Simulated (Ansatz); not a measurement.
# YCl: reading a single point

```yaml
crystal:
  lattice:
    - [3.73017, 0.00000, 0.00000]
    - [-1.86508, 3.23042, 0.00000]
    - [0.00000, -2.15361, 9.12088]
  atoms:
    - { symbol: Cl, position: [0.38830, 0.77660, 0.16490] }
    - { symbol: Cl, position: [0.61170, 0.22340, 0.83510] }
    - { symbol: Y, position: [0.21683, 0.43366, 0.65049] }
    - { symbol: Y, position: [0.78317, 0.56634, 0.34951] }
```

Level: PBEsol, no spin polarisation; 420 eV; 10×10×10 Γ-centred mesh; fermi-dirac occupations (width 0.1 eV); Ansatz 0.2.0, fixed geometry.

Q: Which element gives electrons and which takes them?

A: Bader charges in e: Y +0.78, Cl -0.78. In the mean Y gives up most and Cl takes most.

Q: What happens at the Fermi level?

A: It is a metal, with about 6.4 states/eV a cell as the mean within 0.25 eV of the Fermi level, mostly Y d (82 %).

Q: Describe some of the short contacts.

A: Cl–Y at 2.73 Å: least valence density 0.26 e/Å³ and ELF 0.14 there. These are pseudo-fields; inside the PAW spheres they differ from the all-electron ones.

Q: Where is the largest force?

A: The largest is on Y3 (and as large on other atoms): 0.12 eV/Å, components (0.00, 0.00, 0.12). It makes 52° with the line to a nearest neighbour, Cl2 at 2.73 Å.

Q: What is the formation energy?

A: -1.53 eV an atom against the elements' usual phases (free molecules for gases, crystals otherwise, with no correction for O₂ or N₂), so it is bound against them; other compounds may still compete. Relaxing would lower it.

Origin: a database entry at a rescaled volume. Caveats: many states at the Fermi level without spin polarisation, so a magnetic state may lie lower.
